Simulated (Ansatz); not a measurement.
LiH (Fm-3m): from strained cells to moduli

```yaml
crystal:
  lattice:
    - [0.00000, 1.95525, 1.95525]
    - [1.95525, 0.00000, 1.95525]
    - [1.95525, 1.95525, 0.00000]
  atoms:
    - { symbol: Li, position: [0.00000, 0.00000, 0.00000] }
    - { symbol: H, position: [0.50000, 0.50000, 0.50000] }
```

The conventional cell has a = 3.910 Å, b = 3.910 Å, c = 3.910 Å, α = 90.00°, β = 90.00°, γ = 90.00°. Li (atom 1) is surrounded by 6 H at 1.96 Å. H (atom 2) is surrounded by 6 Li at 1.96 Å.

Computed, not measured; unless marked otherwise by LDA, all-electron LAPW in Ansatz 0.2.0, scalar-relativistic. k mesh 10×10×10, fixed occupations, basis error target 0.5 meV/atom. The cell was relaxed by PAW under this functional, which moved its volume by -12 % from the database entry's.

The cell is cubic and carries a residual pressure of -0.03 GPa at this level. Each strain component that symmetry leaves independent is applied at ±0.003 and ±0.006, the ions relax wherever a strain frees them, and the stress (tension positive, GPa) is read. Shears are engineering strains, γ = 2ε.

```csv
strain,size,σxx,σyy,σzz,σyz,σxz,σxy
xx,-0.006,-0.5916,-0.0303,-0.0303,0.0000,0.0000,0.0000
xx,-0.003,-0.2762,0.0006,0.0006,0.0000,0.0000,0.0000
xx,+0.003,0.3308,0.0615,0.0615,0.0000,0.0000,0.0000
xx,+0.006,0.6227,0.0914,0.0914,0.0000,0.0000,0.0000
yz,-0.006,0.0327,0.0299,0.0299,-0.3097,0.0000,0.0000
yz,-0.003,0.0316,0.0309,0.0309,-0.1548,0.0000,0.0000
yz,+0.003,0.0316,0.0309,0.0309,0.1548,0.0000,0.0000
yz,+0.006,0.0327,0.0299,0.0299,0.3097,0.0000,0.0000
```

The slope is [8(σ(+δ) − σ(−δ)) − (σ(+2δ) − σ(−2δ))]/(12δ), and the program imposes the crystal's symmetry on the matrix.

Question: What are the independent elastic constants?

Answer: C11 = 101.2, C12 = 10.1, C44 = 51.6 GPa.

Question: Do they meet the Born conditions?

Answer: C11 − C12 = 91.0, C11 + 2C12 = 121.4 and C44 = 51.6 GPa must all be positive, so the crystal is elastically stable; that says nothing yet of its phonons.

Question: What moduli does a random aggregate of grains have?

Answer: B = (C11 + 2C12)/3 = 40.5 GPa. G_V = (C11 − C12 + 3C44)/5 = 49.2 and G_R = 5(C11 − C12)C44/(4C44 + 3(C11 − C12)) = 49.0, so G_H = 49.1 GPa. Then E = 9BG/(3B + G) = 104.9 GPa, ν = (3B − 2G)/(6B + 2G) = 0.068 and B/G = 0.82, on the brittle side of Pugh's 1.75 (a rule of thumb, made for metals; it doesn't predict ductility here).

Question: With the density of 0.883 g/cm³, how fast does sound travel, and what Debye temperature follows?

Answer: 

```
direction  slow (m/s)  middle (m/s)  fast (m/s)
    [100]        7646          7646       10705
    [110]        7180          7646       11023
    [111]        7339          7339       11127
```

The mean of v⁻³ over directions and branches gives v_m = 8125 m/s and θ_D = (ħ/k_B) v_m (6π²n)^(1/3) = 1237 K, n being atoms per volume. Young's modulus spans 99 to 109 GPa over directions, and the universal anisotropy index is 0.02.

Question: How far do the constants move if PAW replaces LAPW in the same cell?

Answer: 

```tsv
constant	LAPW (GPa)	PAW (GPa)	difference
C11	101.2	101.0	-0.2
C12	10.1	10.2	0.1
C44	51.6	51.5	-0.1
```

Question: How do the constants change if the ions are clamped to the homogeneous strain?

Answer: None moves by more than 0.3 GPa: by symmetry a homogeneous strain puts no force on these sites.

Keep in mind: the frozen-core PAW files of the compared runs were fitted under PBE, their cores solved anew for this functional.
